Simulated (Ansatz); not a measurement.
# Eu2Cu4Si3Ge: what a change of basis.ecutwfc does

Level of theory: r2SCAN, collinear spin, scalar-relativistic; Ansatz, plane waves to 500 eV (PAW set soft_2), k-mesh 8×8×4. These are the settings of the reference run.

Cell:

```xyz
10
Lattice="4.1000 0.0000 0.0000 0.0000 4.1000 0.0000 0.0000 0.0000 9.9448" Properties=species:S:1:pos:R:3 pbc="T T T"
Cu    0.0000    2.0500    2.5411
Cu    2.0500    0.0000    7.4412
Cu    2.0500    0.0000    2.5411
Cu    0.0000    2.0500    7.4412
Eu    0.0000    0.0000    9.9210
Eu    2.0500    2.0500    4.9871
Ge    2.0500    2.0500    1.1857
Si    0.0000    0.0000    6.1785
Si    0.0000    0.0000    3.7796
Si    2.0500    2.0500    8.6798
```

The reference run of this cell is solved again as a single point with these keys changed:

| key | reference run | changed run |
| --- | --- | --- |
| basis.ecutwfc | 500 | 400 eV |

Q: How far do the results move?

A: 

```
                                    quantity  reference run  changed run
energy, changed less reference (meV an atom)              0          4.2
                              pressure (GPa)            0.0          0.0
                        largest force (eV/Å)           0.00         0.00
                        gap on the mesh (eV)           0.00         0.00
                     moment of the cell (μB)          13.58        13.58
```

The energy moves by 4.2 meV an atom (0.04 eV for the cell). It took 34 iterations.

Caveats: the reference run: 4f shell without a U, which puts 4f levels too near the Fermi level; the reference run: open f or d shells may hold a state above the lowest; a single point, atoms not relaxed again; the changed cutoff lies under the advised one, so the shift is an error of the basis.
